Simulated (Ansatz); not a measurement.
Ag (fcc, Cu type)

```
CELL_PARAMETERS angstrom
      0.00000     2.02719     2.02719
      2.02719     0.00000     2.02719
      2.02719     2.02719     0.00000
ATOMIC_POSITIONS crystal
  Ag 0.00000 0.00000 0.00000
```

The slice is a {110} plane (indices of the conventional cell) through the point (0.000, 0.000, 0.000) (fractional), spanned by u = [100] and v = [1 -1 -1] in vectors of this cell: u (2.87 Å) and v (4.05 Å, at 90° to u). It covers one period; positions are fractions (u, v).

These are PBEsol (plane waves to 420 eV, PAW, scalar-relativistic; Ansatz, a program for electronic structure) values and carry that method's errors. k mesh 20×20×20. These are valence fields of a PAW run, semicore shells included where kept as valence: close to a nucleus they are smooth pseudo fields. Ag was relaxed with its symmetry unable to fall.

### Question
What is the ELF at the midpoint of the shortest Ag–Ag line in this plane (2.87 Å)?

### Answer
0.2.

### Question
What is the valence density on the shortest Ag–Ag line in this plane (2.87 Å), at its midpoint?

### Answer
0.23 e/Å³.

### Question
Sketch the electrostatic potential energy of an electron, from the cell's mean on this plane as a map.

### Answer
```
|xxxxxxxxxxxxxxxx  ::==**++==::  xxxxxxxxxxxxxx|
|xxxxxxxxxxxxxxxx  ::++****++::  xxxxxxxxxxxxxx|
|xxxxxxxxxxxxxxxx  --++****++--  xxxxxxxxxxxxxx|
|xxxxxxxxxxxxxx  ..++**####**++..  xxxxxxxxxxxx|
|xxxxxxxxxxxxxx  ==++########++==  xxxxxxxxxxxx|
|xxxxxxxxxxxx  --++**##%%%%##**++--  xxxxxxxxxx|
|xxxxxxxx    --++**##%%%%%%%%##**++--    xxxxxx|
|        ::==++**####%%%%%%%%####**++==::      |
|------==++****####%%%%%%%%%%%%####****++==----|
|**********########%%%%%%%%%%%%########********|
|########%%%%%%%%################%%%%%%%%######|
|%%%%%%%%%%%%%%%%################%%%%%%%%%%%%%%|
|@@@@@@@@%%%%%%######********######%%%%%%@@@@@@|
|@@@@@@@@@@%%%%####************####%%%%@@@@@@@@|
|@@@@@@@@@@%%%%####************####%%%%@@@@@@@@|
|@@@@@@@@@@%%%%####************####%%%%@@@@@@@@|
|@@@@@@@@@@%%%%####************####%%%%@@@@@@@@|
|@@@@@@@@@@%%%%####************####%%%%@@@@@@@@|
|@@@@@@@@%%%%%%######********######%%%%%%@@@@@@|
|%%%%%%%%%%%%%%%%################%%%%%%%%%%%%%%|
|########%%%%%%%%################%%%%%%%%######|
|**********########%%%%%%%%%%%%########********|
|------==++****####%%%%%%%%%%%%####****++==----|
|        ::==++**####%%%%%%%%####**++==::      |
|xxxxxxxx    --++**##%%%%%%%%##**++--    xxxxxx|
|xxxxxxxxxxxx  --++**##%%%%##**++--  xxxxxxxxxx|
|xxxxxxxxxxxxxx  ==++########++==  xxxxxxxxxxxx|
|xxxxxxxxxxxxxx  ..++**####**++..  xxxxxxxxxxxx|
|xxxxxxxxxxxxxxxx  --++****++--  xxxxxxxxxxxxxx|
|xxxxxxxxxxxxxxxx  ::++****++::  xxxxxxxxxxxxxx|
|xxxxxxxxxxxxxxxx  ::==++**==::  xxxxxxxxxxxxxx|
|xxxxxxxxxxxxxxxxxx..==++++==..xxxxxxxxxxxxxxxx|
```
Scale: ten equal steps from 1.00 (start of ' ') to 9.78 (end of '@'), in the order ' .:-=+*#%@'. Values: electrostatic potential energy of an electron, from the cell's mean, in eV. The map has 23 points along u (two characters each, u = 0 at the left) and 32 along v (v = 0 in the bottom row). Points within 1 Å of a nucleus are blanked (x), as the pseudised field means little there. Values under 1 eV are set to 1. The zero, the cell's mean, hangs on the PAW cores.
